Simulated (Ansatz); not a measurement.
PbI₂:
```yaml
crystal:
  lattice:
    - [4.46951, 0.00000, 0.00000]
    - [-2.23476, 3.87071, 0.00000]
    - [0.00000, 0.00000, 6.78453]
  atoms:
    - { symbol: Pb, position: [0.00000, 0.00000, 0.00000] }
    - { symbol: I, position: [0.33333, 0.66667, 0.27454] }
    - { symbol: I, position: [0.66667, 0.33333, 0.72546] }
```

Relaxed with LDA. Special points in fractions of this cell's reciprocal vectors: Γ (0.000, 0.000, 0.000); M (0.500, 0.000, 0.000); K (0.333, 0.333, 0.000); A (0.000, 0.000, 0.500); L (0.500, 0.000, 0.500); H (0.333, 0.333, 0.500).

### Question
List the band energies nearest the valence-band maximum at these points for DFT-LDA in the program Ansatz with PAW potentials.

### Answer
In eV from the valence-band maximum; about four levels below and three above (degenerate sets whole), none deeper than 8.9 eV; points with the same levels are listed once.

```json
[
 {"k": "Γ", "below": "-1.19 -1.19 -1.16 -1.16 -0.92", "above": "2.24 3.17 3.17"},
 {"k": "M", "below": "-2.41 -2.08 -0.93 -0.47", "above": "2.51 3.36 4.52"},
 {"k": "K", "below": "-2.65 -2.09 -2.09 -1.09", "above": "4.13 4.13 4.50"},
 {"k": "A", "below": "-1.40 -1.40 -0.89 -0.89 0.00", "above": "1.90 2.91 2.91"},
 {"k": "L", "below": "-2.02 -1.75 -1.47 -0.84", "above": "2.85 3.44 3.99"},
 {"k": "H", "below": "-3.15 -0.92 -0.92 -0.20", "above": "2.94 2.94 3.87"}
]
```

Space group P-3m1 (CdI2 type). Symmetry was held in the LDA relaxation. A crystal of weakly bound layers computed without a dispersion correction: the cell and the soft elastic constants depend strongly on that. Spin–orbit coupling is left out wherever it is not named.

Potentials: the later of the program's two PAW sets.
